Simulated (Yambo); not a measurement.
BaCuSF (space group P4/nmm, No. 129), G0W0@LDA in Yambo (4×4×1 mesh, plasmon pole; 6 Ry block, no terminator). The number N of bands in W and G is varied.

| N | x = 1/N | gap Γ → Γ (eV) | shift of the valence edge (eV) |
|---|---|---|---|
| 83 | 0.01205 | 3.065 | -0.073 |
| 112 | 0.00893 | 2.856 | -0.206 |
| 145 | 0.00690 | 2.778 | -0.303 |
| 182 | 0.00549 | ? | ? |

### Question
Basis-set arguments suggest E = E∞ + A x. Fix A and E∞ from the two rows above the withheld one, predict the row at 182 bands, and test the form.

### Answer
Gap: A = (2.778 − (2.856))/(0.00690 − 0.00893) = 38.4, E∞ = 2.513 eV, so 2.724 eV is predicted; the run gave 2.722 eV (miss 2 meV). The first two rows have slope 67.0, so the form doesn't hold yet over the whole range. Shift: A = (-0.303 − (-0.206))/(0.00690 − 0.00893) = 47.8, E∞ = -0.633 eV, so -0.370 eV is predicted; the run gave -0.375 eV (miss 5 meV). The first two rows have slope 42.6, within 15 % of that. The other settings are held fixed.

Geometry of the Materials Project entry, not relaxed at this level; primitive cell a = 4.1299 Å, b = 4.1299 Å, c = 9.1065 Å, α = 90.00°, β = 90.00°, γ = 90.00°.

The structure is a Materials Project entry; no match was found in the copy of COD used, and its stability was not checked.

A shift is the quasiparticle energy of the state minus its LDA energy.
